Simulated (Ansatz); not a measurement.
Values for one crystal, relaxed and computed with r²SCAN in the plane-wave PAW code Ansatz; other levels are named.

| Quantity | Result |
|---|---|
| Volume per atom | 17.95 Å³ |
| Electronic character | metallic (no gap) |
| Density of states at the Fermi level | 0.62 states/eV per atom (mean over ±0.08 eV) |
| Formation energy from the elements (no fitted shifts) | -0.84 eV/atom |

Q: Which of these materials gives this?
A) Hf3Si2, P4/mbm (Hf on 4h, Hf on 2a, Si on 4g)
B) TbAl2Si2, P-3m1 (Tb on 1a, Al on 2d, Si on 2d)
C) Si2Mo, Fddd (Si on 16f, Mo on 8a)
D) LaSiNi4, Cmmm (La on 2a, Si on 2c, Ni on 4i, Ni on 4f)

A: A, Hf3Si2, P4/mbm (Hf on 4h, Hf on 2a, Si on 4g)

The workflow started from a Materials Project entry (that database holds measured and hypothetical structures alike); the Crystallography Open Database copy checked does not list it. Its standing as an ambient phase is unchecked. Symmetry was held in the r²SCAN relaxation; whether a distortion lowers the energy is not shown. No spin polarisation was allowed. The references are the lowest solids computed at this level, not always the standard phases. Scalar-relativistic: spin–orbit coupling is off unless named, which matters more the heavier the elements.

Potentials: the later of the program's two PAW sets.
